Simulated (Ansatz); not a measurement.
Input and command of a calculation in Ansatz (plane waves; scalar-relativistic PAW potentials unless the input names others):

```yaml
crystal:
  lattice:
    - [2.03993577, 0.0, 0.0]
    - [-1.01996789, 1.7666362, 0.0]
    - [0.0, 0.0, 5.9249874]
  atoms:
    - { symbol: Ca, position: [0.0, 0.0, 0.0] }
    - { symbol: Ca, position: [0.0, 0.0, 0.5] }
    - { symbol: B, position: [0.6666666667, 0.3333333333, 0.25] }
    - { symbol: B, position: [0.3333333333, 0.6666666667, 0.75] }
    - { symbol: C, position: [0.6666666667, 0.3333333333, 0.75] }
    - { symbol: C, position: [0.3333333333, 0.6666666667, 0.25] }
basis:
  ecutwfc: 420
kpoints:
  mp_grid: { grid: [24, 24, 8] }
hamiltonian:
  xc: pbe
scf:
  occupations: { method: gaussian, width: 0.15 }
  max_iter: 100
output:
  forces: true
  eigenvalues: true
  stress: true
```

```bash
ansatz run input.yaml --threads 1 --pin off --max-ram 2560MiB --backend cpu --events-out ev --progress --plain --runs-dir out
```

Abridged log:
```
Basis set: ecut = 420 eV, 433 PW (Γ), exchange–correlation on 30×30×80 points (8 copies of the dense FFT grid, shifted against one another)
Bands: 23, of which v1, the nominal top of the filled ones, is band 17 counted from 1 (16 counted from 0)
Symmetry: 24 space group operations
k-points: 305 of 4608
SCF iter   1: F=—  HF=-4391.421226 eV  |F-HF|=—  |Δ(HF+E_count)|=         —  Δρ=2.82e-1  dr2=2.41e1  ethr=1.77e-3  ⟨swp⟩=8.9  Hψ=48983  notcnv=0  defer=55
SCF iter   2: F=—  HF=-4386.423785 eV  |F-HF|=—  |Δ(HF+E_count)|=    5.00e0  Δρ=1.90e-1  dr2=1.17e1  ethr=1.77e-3  ⟨swp⟩=3.6  Hψ=16229  notcnv=0  defer=408
SCF iter   3: F=—  HF=-4381.905108 eV  |F-HF|=—  |Δ(HF+E_count)|=    4.52e0  Δρ=1.35e-2  dr2=1.17e-2  ethr=1.77e-3  ⟨swp⟩=5.3  Hψ=20235  notcnv=0  defer=410
SCF iter   4: F=—  HF=-4381.903317 eV  |F-HF|=—  |Δ(HF+E_count)|=   1.79e-3  Δρ=3.88e-3  dr2=4.91e-3  ethr=3.43e-5  ⟨swp⟩=2.2  Hψ=16024  notcnv=0  defer=412
SCF iter   5: F=—  HF=-4381.901724 eV  |F-HF|=—  |Δ(HF+E_count)|=   1.59e-3  Δρ=6.49e-4  dr2=5.78e-5  ethr=1.44e-5  ⟨swp⟩=2.1  Hψ=10807  notcnv=0  defer=412
SCF iter   6: F=—  HF=-4381.901713 eV  |F-HF|=—  |Δ(HF+E_count)|=   1.16e-5  Δρ=1.38e-4  dr2=1.65e-6  ethr=1.70e-7  ⟨swp⟩=2.1  Hψ=11152  notcnv=0  defer=412
SCF iter   7: F=-4381.901713 eV  HF=-4381.901713 eV  |F-HF|=1.63e-8  |Δ(HF+E_count)|=   8.05e-8  Δρ=1.33e-5  dr2=2.14e-8  ethr=2.94e-10  ⟨swp⟩=14.8  Hψ=46883  notcnv=0
SCF 1 converged in 7 iterations: F = -4381.901713 eV  dr2 = 2.14e-8
SCF converged after 7 iterations
Free energy (F): -4381.901713 eV
Harris-Foulkes:  -4381.901713 eV  (|F-HF|=1.63e-8)
Internal energy: -4381.892346 eV  (E = F + TS)
E sigma→0 (E₀):  -4381.897030 eV
Entropy (-TS):   -0.009367 eV (-1.561 meV/atom)
Fermi energy:    35.123166 eV
--- Forces (eV/Å), atoms counted from 1 ---
  atom   1  Ca     0.00000000     0.00000000     0.00000000
  atom   2  Ca     0.00000000     0.00000000     0.00000000
  atom   3  B      0.00000000     0.00000000     0.00000000
  atom   4  B      0.00000000     0.00000000     0.00000000
  atom   5  C      0.00000000     0.00000000     0.00000000
  atom   6  C      0.00000000     0.00000000     0.00000000
--- Stress (GPa, compression-positive) ---
     1239.574541       0.000000       0.000000
        0.000000    1239.574541       0.000000
        0.000000       0.000000    1130.582098
  P = ⅓ Tr σ = 1203.2437 GPa (12032.437 kbar)
```

The run was meant for a cell not far from equilibrium. Find the fault.

The fault is a lattice far too small (lattice vectors times 0.700). Setting it back cures it. The run converged all the same, with an energy at zero smearing 11.0 eV/atom above the reference's, pressure 1203.24 GPa, largest force 0.000 eV/Å, no gap on the mesh, so convergence alone doesn't show that an input is right. A reference run of the cell with lattice vectors 2.9142 0.0000 0.0000; -1.4571 2.5238 0.0000; 0.0000 0.0000 8.4643 Å and the atoms in their places converged with pressure 1.27 GPa, largest force 0.000 eV/Å, no gap on the mesh.

Time: 19 s on 1 thread of Arm Neoverse N1 (shared host), peak memory 0.45 GiB.